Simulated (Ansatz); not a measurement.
## Zone-centre phonons of ZnS at 11 GPa: input and output

Level of theory: DFT LDA, scalar-relativistic, plane waves, PAW in Ansatz 0.2.0.

Launched with:
```bash
ansatz run input.yaml --threads 1 --pin off --max-ram 3072MiB --backend cpu --events-out ev --progress --plain --runs-dir out
```

Input (bare energies are in eV):
```yaml
crystal:
  lattice:
    - [0.0, 2.5603271729, 2.5603271729]
    - [2.5603271729, 0.0, 2.5603271729]
    - [2.5603271729, 2.5603271729, 0.0]
  atoms:
    - { symbol: Zn, position: [0.0, 0.0, 0.0] }
    - { symbol: S, position: [0.75, 0.75, 0.75] }
basis:
  ecutwfc: 420
kpoints:
  mp_grid: { grid: [10, 10, 10] }
hamiltonian:
  xc: lda
scf:
  occupations: { method: fixed }
output:
  eigenvalues: true
phonons:
  method: dfpt
  dielectric: true
  rigid_motions: translations
  eigenvectors: true
```

The end of the output:
```
--- Phonons (Γ-DFPT): 2 representative perturbations + reference, on 171 of 1000 k-points (Σ response iterations 6) ---
  k mesh reduced under 4 symmetry operations, with k and −k counted as one. Each operation leaves every solved perturbation unchanged. A smaller set is not considered because the run solves the response ...
  ASR residual: 6.539e-4 → 0.000e0 eV/Å²; symmetrization residual: 1.537e-7 eV/Å²
  ASR residual per site (eV/Å²): 9.23e-6 6.54e-4
  Γ frequencies (cm⁻¹): 0.00 0.00 0.00 344.56 344.56 344.56
  ε∞ (high-frequency dielectric tensor):
        6.206788     0.000000     0.000000
        0.000000     6.206788     0.000000
        0.000000     0.000000     6.206788
  ε⁰ (static dielectric tensor: ions relaxed, cell fixed):
        7.976947    -0.000000     0.000000
       -0.000000     7.976947     0.000000
        0.000000     0.000000     7.976947
  ε⁰ − ε∞ (ionic part):
        1.770158    -0.000000     0.000000
       -0.000000     1.770158     0.000000
        0.000000     0.000000     1.770158
  softest optical mode at Γ: 344.56 cm⁻¹; the repairs (sum rule, projections) moved no ω² at Γ by more than (2.36 cm⁻¹)²
  Born effective charges Z* (e; rows j = field, columns β = displacement):
    site 0:
         1.75611   -0.00000   -0.00000
         0.00000    1.75611    0.00000
         0.00000    0.00000    1.75611
    site 1:
        -1.75611    0.00000    0.00000
        -0.00000   -1.75611   -0.00000
        -0.00000   -0.00000   -1.75611
  Z* charge neutrality: 2.721e-5 e pre-enforcement
  solved inside a basis spanned on kpoints, on 10×10×10 k-points, its susceptibility summed on 14×14×14: ε∞ is read to err by 1.6e-2, Z* by 1.2e-2 e (field_mesh: kpoints solves on kpoints); Z* is corrected for ...
  optical modes at Γ without the LO–TO term, one row a degenerate level:
      ω (cm⁻¹) modes IR ((D/Å)²/amu)
        344.56      3             9.9224
  optical modes at Γ + LO–TO along q̂ = [1.0000, 0.0000, 0.0000]:
      ω (cm⁻¹) modes IR ((D/Å)²/amu)
        344.56      2             6.6149
        390.61      1             3.3075
  optical modes at Γ + LO–TO along q̂ = [0.0000, 1.0000, 0.0000]:
      ω (cm⁻¹) modes IR ((D/Å)²/amu)
        344.56      2             6.6149
        390.61      1             3.3075
  optical modes at Γ + LO–TO along q̂ = [0.0000, 0.0000, 1.0000]:
      ω (cm⁻¹) modes IR ((D/Å)²/amu)
        344.56      2             6.6149
        390.61      1             3.3075
```

The run took 67 s on 1 thread of Arm Neoverse V1, with other jobs on the host, peak memory 0.57 GiB.

At this pressure the crystal is close to a known change of phase.